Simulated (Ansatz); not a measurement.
**Sb2H: forces and stress of a distorted cell**

System: model Sb2H in the fluorite structure, strained and with atoms displaced.

Ansatz, all-electron PAW with datasets made for this cell; functional PBE; scalar relativity, no spin–orbit coupling, cores by Dirac's equation, point nucleus. Coarse mesh: 2×2×2 (half-step shift), σ = 0.15 eV (Fermi–Dirac). In metals such a mesh can move stress, forces and moments by their own size. On this fcc-type cell the shift lowers the mesh's symmetry. The run is spin-unpolarised. The cell's electron count is odd, so a run with spin could end lower. Labels count atoms in the order given.

Extended XYZ with forces in eV/Å (pressure in GPa):

```xyz
3
Lattice="-3.0874 -0.0496 2.9642 0.0905 3.1850 3.0050 -3.1412 3.1979 -0.1034" Properties=species:S:1:pos:R:3:forces:R:3 pbc="T T T" pressure=0.60
H    -0.9196    3.1476    2.1776   -0.1374   -0.0565    0.0205
Sb   -2.1622    4.8030    3.7285   -0.1940    0.2853   -0.1414
Sb   -5.2433    7.8287    6.4809    0.3314   -0.2289    0.1208
```

Stress xx yy zz yz xz xy in GPa, positive in compression: -1.39 1.13 2.04 -7.52 7.84 6.13.
